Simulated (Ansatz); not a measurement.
**What DFT gives for Bi2B2Ru**

```
Ru Bi B
1.0
     0.77044   -3.59839    0.00000
     0.77044   -1.71671   -3.16248
     8.01800    3.59839    0.00000
Ru Bi B
1 2 2
Direct
  0.00000 0.00000 0.00000
  0.78400 0.60800 0.17600
  0.21600 0.39200 0.82400
  0.57600 0.21200 0.36400
  0.42400 0.78800 0.63600
```

Method: PBEsol, no spin polarisation; PAW, plane waves to 420 eV, 8×8×8 Γ-centred mesh, fermi-dirac occupations (width 0.0113 eV) (Ansatz 0.2.0), atoms fixed.

Question: Is it stable against the elements?

Answer: 1.80 eV an atom against the elements' usual phases (free molecules for gases, crystals otherwise, with no correction for O₂ or N₂), so at this geometry it isn't bound against them. Relaxing would lower it.

Question: Give the Bader charges.

Answer: Bader charges in e: Bi +0.41, B -0.16, Ru -0.49. In the mean Bi gives up most and Ru takes most.

Question: Describe some of the short contacts.

Answer: Ru–Bi at 2.60 Å: least valence density 0.47 e/Å³ and ELF 0.32 there. Bi–B at 2.66 Å: least valence density 0.31 e/Å³ and ELF 0.55 there. Both are smooth PAW fields, read partly inside the augmentation spheres.

Question: Is there a gap?

Answer: It is a metal, with about 3.6 states/eV a cell as the mean within 0.25 eV of the Fermi level, mostly B p (41 %), Ru d (33 %) and Bi p (16 %).

Question: Is the cell too large or too small?

Answer: The pressure is 4.1 GPa (compression positive), so with the atoms held at these fractions the cell would first expand; the forces are large, so a full relaxation may end otherwise. The principal stresses 1.9, 5.1, 5.1 GPa differ, so its shape would change too.

Question: Where is the largest force?

Answer: The largest is on Bi2 (and as large on other atoms): 3.24 eV/Å, components (3.14, 0.67, 0.40). It makes 125° with the line to a nearest neighbour, Ru1 at 2.60 Å.

Origin: a known structure type with other elements, at an estimated volume, so it need not be a known compound. Caveats: many states at the Fermi level without spin polarisation, so a magnetic state may lie lower; atoms or cell far from equilibrium.
